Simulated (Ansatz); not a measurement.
One crystal and one scan (frozen-phonon scan) at two levels, PBE (plane waves to 420 eV, PAW, scalar-relativistic; Ansatz, a program for electronic structure) and r2SCAN (plane waves to 500 eV, PAW, scalar-relativistic; Ansatz), each from its own relaxed cell and on its own mesh.

The crystal is Mo (bcc, W type); a phonon pattern at N = (0.5, 0.0, 0.0) is frozen into a 2-atom cell, Q being the largest atomic displacement.

Mo is run without spin polarisation. Mo was relaxed with its symmetry unable to fall. The PAW data are Ansatz's earlier set. With partly filled bands, energies and forces of such displacements shift with the k mesh and the smearing. Both scans cover Q from -0.180 to 0.180 Å.

| quantity | run 1 | run 2 |
|---|---|---|
| Lattice constant a (Å) | 3.161 | 3.151 |
| Energy at Q = 0.180 Å (meV/cell) | 279 | 295 |
| Harmonic wavenumber from the curvature (finite differences) (cm⁻¹ (negative: imaginary)) | 136 | 139 |

Which run is which level?

Run 1 is PBE, run 2 is r2SCAN. PBE gives the higher value for: lattice constant a. PBE gives the lower value for: energy at Q = 0.180 Å; harmonic wavenumber from the curvature. Both give the same space group of the distorted cell: Cmcm (No. 63), lowered from Im-3m.

(A displaced cell: forces are minus the slopes of the energy, force constants its curvatures, and phonons follow from these.)
